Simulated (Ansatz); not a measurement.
BaTe:
```xyz
2
Lattice="0.0000 3.5324 3.5324 3.5324 0.0000 3.5324 3.5324 3.5324 0.0000" Properties=species:S:1:pos:R:3 pbc="T T T"
Ba     0.0000     0.0000     0.0000
Te     3.5324     3.5324     3.5324
```

Relaxed with PBE. Special points in fractions of this cell's reciprocal vectors: Γ (0.000, 0.000, 0.000); X (0.500, 0.000, 0.500); U (0.625, 0.250, 0.625); K (0.375, 0.375, 0.750); L (0.500, 0.500, 0.500); W (0.500, 0.250, 0.750).

Task: List the band energies nearest the valence-band maximum at these points for the program Ansatz at the PBE with spin–orbit coupling level (PAW).

Result: In eV from the valence-band maximum; about four levels below and three above (degenerate sets whole), none deeper than 8.9 eV; points with the same levels are listed once.

| k | below | above |
|---|---|---|
| Γ | 0.00 0.00 0.00 0.00 | 2.61 2.61 2.73 2.73 2.73 2.73 |
| X | -0.84 -0.84 -0.35 -0.35 | 1.39 1.39 4.20 4.20 |
| U | -1.20 -1.20 -0.87 -0.87 | 2.37 2.37 4.66 4.66 |
| L | -1.44 -1.44 -1.10 -1.10 | 3.84 3.84 4.46 4.46 |
| W | -1.08 -1.08 -1.03 -1.03 | 3.20 3.20 3.31 3.31 |

Space group Fm-3m (rock salt). Symmetry was held in the PBE relaxation.

Potentials: the later of the program's two PAW sets.
